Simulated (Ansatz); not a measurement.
**Si3N4: ¹⁴N nuclear quadrupole resonance**

Cell: a structure deposited in the COD, its atoms then relaxed with PBE in this cell.

Space group P6_3/m (No. 176); a = 7.6170, c = 2.9134 Å, γ = 120.00°.

| site | Wyckoff | site symmetry | x | y | z |
| --- | --- | --- | --- | --- | --- |
| Si | 6h | m.. | 0.1740 | 0.7679 | 0.2500 |
| N7 | 2c | -6.. | 0.3333 | 0.6667 | 0.2500 |
| N9 | 6h | m.. | 0.3298 | 0.0300 | 0.2500 |

One atom of each set is listed.

The numbers come from a DFT calculation in Ansatz (r2SCAN, plane waves and PAW (field gradients read without the response of the frozen cores, which leaves them typically 4 to 6 % off), scalar-relativistic, 500 eV cutoff, Γ-centred 4×4×9 k-points, Fermi–Dirac smearing 0.02 eV).

¹⁴N: I = 1, Q = 20.44 mb (year-2017 value). Static lattice, zero field.

Question: Predict the zero-field ¹⁴N lines of each site.

Answer: For I = 1 the lines are ν± = (3/4)|C_Q|(1 ± η/3) and ν₀ = |C_Q|η/2.

```tsv
site	atoms	V_zz (10²¹ V/m²)	C_Q (MHz)	η	line frequencies (MHz)
N7	2	-5.24	-2.59	0.00	1.94
N9	6	-5.21	-2.58	0.08	0.101, 1.88, 1.98
```

An axis of threefold or higher order runs through N7, so V_zz lies along it and η is zero. At N9 V_zz stands upright on the plane through its three neighbours (within 3°).

The run took 12 s of wall time (12 s of CPU time) and 0.86 GiB at its peak, on 1 thread of AMD EPYC 9R14 (Zen 4) (x86_64; 16 cores open to the job, memory cap 3.0 GiB, no GPU), a shared host with a load of 0.2 a core.
